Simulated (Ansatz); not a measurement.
**Slab of fcc Cu (111), 1 layer**

The slab is cut from the fcc crystal, the stable phase, as relaxed on PAW files (11.95 Å³/atom), with 16 Å of vacuum and a dipole correction:

```
CELL_PARAMETERS angstrom
2.56651 0.00000 0.00000
-1.28326 2.22267 0.00000
0.00000 0.00000 16.00000
ATOMIC_POSITIONS crystal
Cu 0.00000 0.00000 0.50000
```

Computed with Ansatz 0.2.0; functional PBE, scalar-relativistic. Settings: a Γ-centred 15×15×1 k mesh, Fermi–Dirac smearing of 0.1 eV, no spin polarisation. Methods: LAPW: all electrons, basis error target 1 meV/atom; PAW: frozen-core files, cutoff 420 eV.

The bulk energy comes from a cell in the slab's orientation on a 15×15×5 mesh. The surface energy is (E(slab) − N·E(bulk))/2A at zero smearing, the mean of both faces; thin slabs carry quantum-size effects.

**Question.** As cut, the LAPW slab lies 0.818 eV above 1 atom of bulk. What surface energy is that?

**Answer.** Over two faces of 5.70 Å² it is 71.7 meV/Å², and times 16.02 J/m² per eV/Å² that gives γ = 1.149 J/m².

```
method  γ as cut (J/m²)  Φ as cut (eV)
  LAPW            1.149           4.93
   PAW            1.148           4.94
```

**Question.** A field of 0.1 V/Å is applied along the normal, atoms held. What follows?

**Answer.** LAPW finds an induced dipole of 0.0090 e·Å a cell (PAW 0.0090), that is 2.87 Å for 4πα over the area, against 0.00 Å between the outer atoms.
